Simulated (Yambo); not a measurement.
Yambo run on AlP (wurtzite, space group P6_3mc, No. 186). The wavefunctions are PBEsol (Quantum ESPRESSO, PseudoDojo norm-conserving, 44 Ry, no spin-orbit coupling) ones on a 6×6×2 mesh (8 occupied bands); a = b = 3.8612 Å, c = 6.3351 Å, α = β = 90.00°, γ = 120.00°.

Yambo input:

```
rim_cut
HF_and_locXC
RandQpts= 100000
RandGvec= 1 Ry
EXXRLvcs= 44 Ry
VXCRLvcs= 176 Ry
% QPkrange
 1 | 1 | 8 | 9 |
 7 | 7 | 9 | 9 |
%
```

k points by index: 1 = Γ, 7 = M.

Resulting energies as the program prints them:

```
#    K-point    Band    Eo [eV]    Ehf [eV]    Vxc [eV]    Vnlxc [eV]
#
    1    8    0.000000    -2.090023    -11.82108    -13.91111
    1    9    2.315468    6.358102    -9.619022    -5.576388
    7    9    1.820230    5.667529    -8.783277    -4.935977
```
Exchange alone, without screening.

Geometry relaxed with PBEsol.

This is not the ordinary phase of the substance; no match was found in the copy of COD used, and its stability was not checked.
